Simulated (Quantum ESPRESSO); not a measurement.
Electric field gradients in GaN

```yaml
crystal:
  lattice:
    - [3.19720, 0.00000, 0.00000]
    - [-1.59860, 2.76886, 0.00000]
    - [0.00000, 0.00000, 5.20700]
  atoms:
    - { symbol: Ga, position: [0.66667, 0.33333, 0.59160] }
    - { symbol: Ga, position: [0.33333, 0.66667, 0.09160] }
    - { symbol: N, position: [0.66667, 0.33333, 0.96840] }
    - { symbol: N, position: [0.33333, 0.66667, 0.46840] }
```
The cell was made here from an entry of the Crystallography Open Database (unchecked): atoms relaxed with PBE in the measured cell (PBE without dispersion, pw.x of a modified build of Quantum ESPRESSO, symmetry kept).  Stability against distortions was not tested.

Principal values are ordered |Vxx| ≤ |Vyy| ≤ |Vzz|, η = (Vxx − Vyy)/Vzz, and C_Q = eQVzz/h is given by its size. Cores are frozen. Against all-electron runs on small test molecules, this scheme's |Vzz| missed by −8 % on Ga. Static lattice: thermal averaging is not included.

Quadrupole moments taken as inputs (sizes, barn, from the tables of PySCF and pymatgen): ⁶⁹Ga 0.171, ¹⁴N 0.0204.

Question: What do the calculations give at each independent site (field gradients by a PBE PAW density (pw.x of Quantum ESPRESSO, JTH datasets) with the all-electron reconstruction of Petrilli and co-workers, 25 Ha, k-mesh 8×8×5 through Γ)?

Answer: 
```csv
site,site symmetry,Vzz (10²¹ V/m²),η_Q,∣C_Q∣ (MHz)
"Ga (atoms 1, 2)",3m,0.49,0.00,2.01 (⁶⁹Ga)
"N (atoms 3, 4)",3m,under 0.2,–,under 0.096 (¹⁴N)
```
